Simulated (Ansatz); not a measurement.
Put Si₂Ge in P6_222 (No. 180): Si on 6g; Ge on 3b. The cell of Si₂Ge is invented: 3-, 4-connected net, elements by coordination.

Computed with DFT PBE, scalar-relativistic, plane waves, PAW (Ansatz). Cutoff 420 eV, Γ-centred mesh, Gaussian smearing, no spin polarisation.

Energies over the elements count from the elements' standard structures at the same level, with no fitted energy shifts.

Task: Give the relaxed lattice parameters and positions.

Result:

Space group P6_222 (No. 180). a = 5.393 Å, b = 5.393 Å, c = 10.811 Å, α = 90.00°, β = 90.00°, γ = 120.00°
```tsv
atom	site	symmetry	x	y	z
Si	6g	.2.	0.2944	0.0000	0.0000
Ge	3b	222	0.0000	0.0000	0.8333
```

Around Si lie 1 Si at 2.22 Å and 2 Ge at 2.40 Å; around Ge lie 4 Si at 2.40 Å. Another local minimum with the same sites may exist.

Task: And its energy and gap?

Result: The formation energy is +0.77 eV/atom and the gap on the 12×12×4 mesh of the 9-atom cell is 0 eV (a metal). It can't be a ground state, since the elements alone are lower.

The last run used Gaussian smearing of 0.10 eV. A structure relaxed within its symmetry needn't be a true minimum.
